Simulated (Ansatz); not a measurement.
Ag3SI:
```
Ag3SI
1.0
    4.86876     0.00000     0.00000
    0.00000     4.86876     0.00000
    0.00000     0.00000     4.86876
Ag S I
3 1 1
Direct
  0.50000   0.50000   0.00000
  0.00000   0.50000   0.50000
  0.50000   0.00000   0.50000
  0.50000   0.50000   0.50000
  0.00000   0.00000   0.00000
```

Relaxed with PBEsol.

### Question
Map the electron localisation function on the plane through (0.000, 0.500, 0.500) spanned by u = [1, 0, 0] and v = [0, 1, 1] in lattice vectors, from DFT-PBEsol in the program Ansatz with PAW potentials.

### Answer
x is the fraction of u, y of v (the angle between them is 90°; rows are the nearest grid lines); atoms in the plane: Ag at (0.00, 0.00), S at (0.50, 0.00), I at (0.00, 0.50).
```
y \ x   0.000  0.0833  0.167  0.292  0.375  0.458  0.542  0.625  0.708  0.833  0.917   1.00
------  -----  ------  -----  -----  -----  -----  -----  -----  -----  -----  -----  -----
1.00    0.868   0.691  0.352  0.675  0.784  0.031  0.031  0.784  0.675  0.352  0.691  0.868
0.912   0.559   0.486  0.223  0.534  0.815  0.778  0.778  0.815  0.534  0.223  0.486  0.559
0.853   0.290   0.232  0.135  0.303  0.617  0.743  0.743  0.617  0.303  0.135  0.232  0.290
0.765   0.104   0.100  0.081  0.073  0.119  0.157  0.157  0.119  0.073  0.081  0.100  0.104
0.706   0.603   0.555  0.357  0.081  0.069  0.077  0.077  0.069  0.081  0.357  0.555  0.603
0.618   0.612   0.638  0.698  0.369  0.091  0.056  0.056  0.091  0.369  0.698  0.638  0.612
0.529   0.245   0.282  0.621  0.666  0.206  0.044  0.044  0.206  0.666  0.621  0.282  0.245
0.471   0.245   0.282  0.621  0.666  0.206  0.044  0.044  0.206  0.666  0.621  0.282  0.245
0.382   0.612   0.638  0.698  0.369  0.091  0.056  0.056  0.091  0.369  0.698  0.638  0.612
0.294   0.603   0.555  0.357  0.081  0.069  0.077  0.077  0.069  0.081  0.357  0.555  0.603
0.235   0.104   0.100  0.081  0.073  0.119  0.157  0.157  0.119  0.073  0.081  0.100  0.104
0.147   0.290   0.232  0.135  0.303  0.617  0.743  0.743  0.617  0.303  0.135  0.232  0.290
0.0882  0.559   0.486  0.223  0.534  0.815  0.778  0.778  0.815  0.534  0.223  0.486  0.559
0.000   0.868   0.691  0.352  0.675  0.784  0.031  0.031  0.784  0.675  0.352  0.691  0.868
```

The density is the valence pseudo-density with augmentation charge, so density and ELF within about 1 Å of a nucleus are not all-electron values.

Space group Pm-3m (anti-perovskite). The workflow started from an entry of the Crystallography Open Database (COD), which files this formula under 2 space groups. Whether it is the stable phase at ambient conditions was not checked. Symmetry was held in the PBEsol relaxation; whether a distortion lowers the energy is not shown. No spin polarisation was allowed. Scalar-relativistic: spin–orbit coupling is off unless named, which matters more the heavier the elements.

Potentials: the later of the program's two PAW sets.
